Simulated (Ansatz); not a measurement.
GeB₂Mo₂:
```
CELL_PARAMETERS angstrom
      3.13651     0.00000     0.00000
     -1.56825     2.71630     0.00000
      0.00000     0.00000     6.83324
ATOMIC_POSITIONS crystal
  Mo 0.33333 0.66667 0.71678
  Mo 0.33333 0.66667 0.28322
  Ge 0.00000 0.00000 0.00000
  B  0.00000 0.00000 0.50000
  B  0.66667 0.33333 0.50000
```

Relaxed with PBE. Special points in fractions of this cell's reciprocal vectors: Γ (0.000, 0.000, 0.000); M (0.500, 0.000, 0.000); K (0.333, 0.333, 0.000); A (0.000, 0.000, 0.500); L (0.500, 0.000, 0.500); H (0.333, 0.333, 0.500).

Q: List the band energies nearest the Fermi level at these points for the program Ansatz at the PBE with spin–orbit coupling level (PAW).

A: In eV from the Fermi level; about four levels below and three above (degenerate sets whole), none deeper than 8.9 eV; points with the same levels are listed once.

```tsv
k	below	above
Γ	-1.61 -1.61 -1.46 -1.46	0.40 0.40 0.50 0.50
M	-2.47 -2.47 -0.19 -0.19	0.18 0.18 1.10 1.10
K	-1.68 -0.25 -0.13 -0.03	0.14 0.90 0.93
A	-1.80 -1.80 -1.69 -1.69	0.01 0.01 0.10 0.10
L	-2.78 -2.78 -1.35 -1.35	0.53 0.53 1.34 1.34
H	-2.31 -2.31 -0.02 -0.02	1.45 1.49 1.84
```

Space group P-6m2. The start of the workflow was typed in or built on a structure type; neither database checked (COD, Materials Project) lists it. Whether it is the stable phase at ambient conditions was not checked. The PBE relaxation kept the symmetry of its start; its stability against distortions is not shown here. The run is not spin-polarised.

Potentials: the earlier of the program's two PAW sets.
